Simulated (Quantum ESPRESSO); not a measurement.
# Moving one atom in Si7Ga

The results below are calculated, not measured. They come from pw.x of Quantum ESPRESSO 7.5, a plane-wave density functional program, with PseudoDojo standard norm-conserving files (v0.5 for PBE, v0.4.1 for LDA and PBEsol). The cells are made up: elements, strain and atom displacements were drawn at random, and nothing was relaxed. There is no spin polarisation, spin-orbit coupling or dispersion term.

The cell has 8 sites of a zincblende or diamond lattice. Sites 1 to 4 hold Si Si Si Si; sites 5 to 8 hold Si Ga Si Si. Cell vectors in Å: (5.332, 0.000, 0.000); (0.000, 5.332, 0.000); (0.000, 0.000, 5.332). Settings: PBE, cutoff 1088 eV, 6 x 6 x 6 k mesh shifted by half a step, Fermi-Dirac smearing of 0.1 eV.

Each run shifts the Si atom on site 1 along y and leaves all else fixed. Site 7 is one of its nearest neighbours. E is the free energy of the cell above the lowest run shown.

```
run  shift (Å)  Fy on site 1 (eV/Å)  Fy on site 7 (eV/Å)  P (GPa)  E (meV)
  1    -0.1049                2.998               -0.728    11.74    308.4
  2    -0.0392                2.054               -0.480    11.43    142.3
  3    -0.0079                1.594               -0.352    11.32     85.2
  4     0.0089                1.345               -0.282    11.27     60.5
  6     0.0990               -0.003                0.122    11.15      0.0
  7     0.1099               -0.167                0.174    11.15      0.9
  5     0.0287                    ?                    ?        ?        ?
```

A rerun of one of these cells at 1377 eV and k mesh 8 x 8 x 8 moved values by no more than 0.003 eV in the cell's energy, 0.11 GPa in stress and 0.015 eV/Å in force.

## Worked fit

A parabola through the six runs shown gives Fy on site 1 = 1.478 - 14.73 u - 2.2 u² eV/Å, with u in Å and a scatter of 0.002 eV/Å. Minus the slope, 14.73 ± 0.09 eV/Å², is this atom's force constant along y at u = 0, with its periodic images moving too. The fitted force vanishes at u = 0.099 Å, where the energy should be lowest along this line. The error is the larger of the fit's own and the change that a cubic makes, rounded up.

## Withheld run

Question: what Fy on site 1 should run 5 give?

The fit gives 1.053 eV/Å. The calculation gave 1.050 eV/Å.

| run | shift (Å) | Fy on site 1 (eV/Å) | Fy on site 7 (eV/Å) | P (GPa) | E (meV) |
| --- | --- | --- | --- | --- | --- |
| 5 | 0.0287 | 1.050 | -0.196 | 11.23 | 36.8 |